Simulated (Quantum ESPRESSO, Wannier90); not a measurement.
**Wannierisation of TaN (P-6m2)**

```
CELL_PARAMETERS angstrom
      2.93994     0.00000     0.00000
     -1.46997     2.54606     0.00000
      0.00000     0.00000     2.89018
ATOMIC_POSITIONS crystal
  Ta 0.00000 0.00000 0.50000
  N  0.66667 0.33333 0.00000
```

Materials Project entry mp-1459; symmetrised, unrelaxed at this level. COD (Crystallography Open Database) has the formula in 5 space groups, this one among them (matched by group alone). Level: PBEsol, spinors with spin-orbit coupling; pw.x of Quantum ESPRESSO at 68 Ry with PseudoDojo potentials, 12×12×6 k-points, Wannier90. Density: 12×12×10 mesh, cold smearing 0.01 Ry.

The plane-wave run has 44 bands and 18 electrons a cell. On the energy scale of pw.x, whose zero is arbitrary, the Fermi level lies at 20.00 eV.

Isolated groups of bands, relative to the Fermi level (bands from 11 on overlap up to the last one computed):

```
bands  from (eV)  to (eV)  filling             weight on atomic waves
-----  ---------  -------  -------  ---------------------------------
1–2       -68.40   -68.27   filled                         Ta 5s 96 %
3–4       -41.46   -41.08   filled                         Ta 5p 98 %
5–8       -33.20   -32.02   filled                         Ta 5p 97 %
9–10      -17.83   -14.95   filled  N 2s 68 %, Ta 5d 18 %, Ta 6s 10 %
```

Input w.win, without the blocks of cell, atoms and k-points (864 lines):

```
num_bands = 34
num_wann = 16
exclude_bands = 1-10
spinors = true
num_iter = 800
conv_tol = 1.0e-6
conv_window = 4
dis_num_iter = 1000
dis_conv_tol = 1.0e-6
dis_froz_max = 25.50
write_hr = true
write_u_matrices = true
begin projections
f=0.01187,0.01934,0.49798: d
f=-0.31382,0.34278,0.00193: p
end projections
mp_grid = 12 12 6
```

wannier90.x stops with:
```
dis_windows: More states in the frozen window than target WFs
```
At some k-point more bands lie below dis_froz_max than there are Wannier functions, and every frozen state has to fit into the subspace. Mended as below, all else unchanged, the run goes through (Ω_I = 18.8 Å²) and follows the plane-wave bands to 4.3 meV rms (states up to 1.0 eV relative to the Fermi level).
```
dis_froz_max = 21.50
```
